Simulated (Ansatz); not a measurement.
Relaxed Te (trigonal-Te type, space group P3_121):

```yaml
crystal:
  lattice:
    - [9.04180, 0.00000, 0.00000]
    - [-2.26045, 3.91521, 0.00000]
    - [0.00000, 0.00000, 5.95427]
  atoms:
    - { symbol: Te, position: [0.13406, 0.00000, 0.33333] }
    - { symbol: Te, position: [0.63406, 0.00000, 0.33333] }
    - { symbol: Te, position: [0.00000, 0.26811, 0.66667] }
    - { symbol: Te, position: [0.50000, 0.26811, 0.66667] }
    - { symbol: Te, position: [0.36594, 0.73189, 0.00000] }
    - { symbol: Te, position: [0.86594, 0.73189, 0.00000] }
```

The atoms are displaced by Q × the pattern below (from a DFPT mode at M = (0.5, 0.0, 0.0), largest move 1; Q in Å), at fixed cell. (q is in reciprocal vectors of the primitive cell; the cell shown is doubled to hold the pattern.)

```
atom       x       y       z
----  ------  ------  ------
Te1    0.299   0.397   0.868
Te2   -0.299  -0.397  -0.868
Te3   -0.011  -0.006   0.814
Te4    0.011   0.006  -0.814
Te5   -0.494  -0.060  -0.868
Te6    0.494   0.060   0.868
```

Level of theory: PBE (plane waves to 420 eV, PAW, scalar-relativistic; Ansatz, a program for electronic structure). k mesh 9×9×6 (Γ-centred), Fermi-Dirac smearing 0.05 eV. The energy includes the smearing's −TS. Stress and pressure are positive under compression. Spin-orbit coupling is left out, though Te is heavy. Te was relaxed with its symmetry unable to fall. The zero of ΔE is the undisplaced structure.

| Q (Å) | ΔE (meV/cell) | P (GPa) | −dE/dQ from forces (eV/Å) |
|---|---|---|---|
| -0.280 | 215.8 | 0.80 | 1.622 |
| -0.233 | 147.4 | 0.56 | 1.312 |
| -0.187 | 93.0 | 0.36 | 1.023 |
| -0.140 | 51.7 | 0.20 | 0.750 |
| -0.093 | 22.8 | 0.09 | 0.491 |
| -0.047 | 5.7 | 0.02 | 0.243 |
| 0.000 | 0.0 | 0.00 | 0.000 |
| 0.047 | 5.7 | 0.02 | -0.243 |
| 0.093 | 22.8 | 0.09 | -0.491 |
| 0.140 | 51.7 | 0.20 | -0.750 |
| 0.187 | 93.0 | 0.36 | -1.023 |
| 0.233 | 147.4 | 0.56 | -1.312 |
| 0.280 | 215.8 | 0.80 | -1.622 |

What the scan shows:

* **Energy at Q = 0.280 Å**: 215.8 meV/cell
* **Space group of the distorted cell**: P2_1 (No. 4), lowered from P3_121
* **Symmetry of the curve**: even: the same for both signs
* **Shape of the curve**: a single well with its minimum at or next to zero displacement
* **Harmonic wavenumber from the curvature (finite differences)**: 46 cm⁻¹

The 13 points together took around 30 core-minutes (rough).

(For displaced atoms, the force is minus the slope of the energy, and its curvature is a force constant, which sets phonon frequencies.)
